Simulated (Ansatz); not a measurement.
SiGeC$_{2}$:
```cif
data_C2GeSi
_chemical_formula_sum 'Ge1 Si1 C2'
_space_group_name_H-M_alt 'P-4m2'
_space_group_IT_number 115
_space_group_name_Hall 'P -4 -2'
_cell_length_a 3.15594
_cell_length_b 3.15594
_cell_length_c 4.45631
_cell_angle_alpha 90.000
_cell_angle_beta 90.000
_cell_angle_gamma 90.000
loop_
_atom_site_label
_atom_site_type_symbol
_atom_site_symmetry_multiplicity
_atom_site_Wyckoff_symbol
_atom_site_fract_x
_atom_site_fract_y
_atom_site_fract_z
_atom_site_occupancy
Ge1 Ge 1 c 0.50000 0.50000 0.50000 1
Si1 Si 1 a 0.00000 0.00000 0.00000 1
C1 C 2 g 0.00000 0.50000 0.23627 1
```

Relaxed at zero pressure with r²SCAN (plane waves, PAW; program Ansatz).

Problem. The volume is lowered by 3 % and shape and atoms relax at that volume. What pressure results, and how do the axes share the change?

Solution. 6.8 GPa; a -1.0 %, b -1.0 %, c -1.0 %; the energy rises by 7 meV/atom.

Problem. Give the new structure.

Solution. 
Space group P-4m2 (No. 115); a = b = 3.125 Å, c = 4.410 Å, α = β = γ = 90.00°

```csv
atom,site,symmetry,x,y,z
Ge,1c,-4m2,0.5000,0.5000,0.5000
Si,1a,-4m2,0.0000,0.0000,0.0000
C,2g,2mm.,0.0000,0.5000,0.2363
```

The phase is kept; no other phase was compared at this pressure.

The start of the workflow was typed in or built on a structure type; neither database checked (COD, Materials Project) lists it. Whether it is the stable phase at ambient conditions was not checked. The cell was relaxed with r²SCAN under the symmetry of its start; its stability against distortions is not shown here.

Potentials: the later of the program's two PAW sets.
